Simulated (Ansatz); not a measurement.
MgO:
Space group P6₃/mmc (No. 194); a = b = 3.451 Å, c = 4.138 Å, α = β = 90.00°, γ = 120.00°

```csv
atom,site,symmetry,x,y,z
Mg,2c,-6m2,0.3333,0.6667,0.2500
O,2d,-6m2,0.6667,0.3333,0.2500
```

Relaxed with LDA.

**Question.** Give the optical modes at the zone centre with their infrared and Raman activity from DFPT, plane-wave PAW LDA (Ansatz code).

**Answer.** Transverse frequencies, without the LO–TO term; a row sums one degenerate level.

| ω (cm⁻¹) | degeneracy | IR ((D/Å)²/amu) | Raman (Å⁴/amu) | activity | symmetry |
|---|---|---|---|---|---|
| 296 | 2 | 0.00 | 0 | silent | E2g |
| 396 | 1 | 19.12 | 0 | IR | A2u |
| 420 | 1 | 0.00 | 0 | silent | B1g |
| 511 | 2 | 29.82 | 0 | IR | E1u |
| 521 | 2 | 0.00 | 5.9 | Raman | E2g |
| 552 | 1 | 0.00 | 0 | silent | B1g |

**Question.** How high does the top mode go among those that the LO–TO term moves?

**Answer.** 714 cm⁻¹ for q along x, 714 cm⁻¹ for q along y, 688 cm⁻¹ for q along z.

Space group P6_3/mmc. The workflow started from a Materials Project entry (that database holds measured and hypothetical structures alike); the Crystallography Open Database copy checked does not list it. It is not the phase usual at ambient conditions (space group No. 225). Symmetry was held in the LDA relaxation; phonons on a q-mesh show no instability.

Potentials: the later of the program's two PAW sets.
